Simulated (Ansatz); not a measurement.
## PdPt2S6 (R-3) at 2 levels of theory

One geometry, relaxed with PBE; plane waves with PAW potentials in Ansatz, scalar-relativistic. No spin polarisation. Gaps are the least over mesh and band path; pressure is positive in compression.

```
Pd Pt S
1.0
     3.09172    1.78500    6.45154
    -3.09172    1.78500    6.45154
     0.00000   -3.57001    6.45154
Pd Pt S
1 2 6
Direct
  0.50000 0.50000 0.50000
  0.16668 0.16668 0.16668
  0.83332 0.83332 0.83332
  0.43630 0.10265 0.77006
  0.10265 0.77006 0.43630
  0.77006 0.43630 0.10265
  0.56370 0.89735 0.22994
  0.22994 0.56370 0.89735
  0.89735 0.22994 0.56370
```

```json
{"level": "PBE", "cutoff (eV)": "420", "k mesh": "6×6×6", "gap (eV)": "1.24", "pressure (GPa)": "0.0"}
```

Q: What comes out on the same cell with r2SCAN?

A:
```
 level  cutoff (eV)  k mesh  gap (eV)  pressure (GPa)
r2SCAN          500   6×6×6      1.42            -1.9
```

Spin-orbit coupling matters for the bands of heavy elements and is left out. The cell holds layers, chains or molecules and no dispersion correction was added, so their binding is poorly described.

It was reached by relaxing an invented guess, and it needn't be the stable form of this composition.
